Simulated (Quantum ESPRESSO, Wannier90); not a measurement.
**Tight-binding from DFT: LiPb (CsCl type)**

```xyz
2
Lattice="3.5263 0.0000 0.0000 0.0000 3.5263 0.0000 0.0000 0.0000 3.5263" Properties=species:S:1:pos:R:3 pbc="T T T"
Li     0.0000     0.0000     0.0000
Pb     1.7631     1.7631     1.7631
```

Materials Project entry mp-2314; symmetrised, unrelaxed at this level. COD (Crystallography Open Database) has the formula in 2 space groups, this one among them (matched by group alone). Method: PBEsol plane waves in Quantum ESPRESSO 7.5 (PseudoDojo norm-conserving files, 60 Ry, no spin polarisation, no spin-orbit coupling), Bloch states on a 10×10×10 mesh through Γ, Wannier90 4.0.1. Density: 12×12×12 mesh, cold smearing 0.01 Ry. Spin-orbit coupling is left out although heavy elements are present.

A tight-binding model is made by disentanglement and projection with no localisation steps (num_iter = 0), so the 8 orbitals stay atom-like: hydrogen-like Li: s;p; Pb: s;p, axes along x, y, z; frozen window up to 1.50 eV relative to the Fermi level. It follows pw.x to 7.2 meV rms for states up to 1.0 eV relative to the Fermi level. Matrix elements depend on this choice of orbitals and windows.

Problem. What are the on-site energies relative to the Fermi level, and how fast do the hoppings decay?

Solution. 
```csv
atom,orbitals,energy (eV)
Li1,s,3.98
Li1,pz px py,5.98
Pb2,s,-6.67
Pb2,pz px py,3.05
```

```
distance of the centres (Å)  largest modulus (eV)
---------------------------  --------------------
3–4                                           1.2
4–5                                          0.16
5–6                                         0.079
6–7                                          0.16
7–8                                         0.081
8–9                                         0.019
9–10                                        0.013
10–11                                       0.024
11–12                                      0.0040
12–13                                      0.0035
```
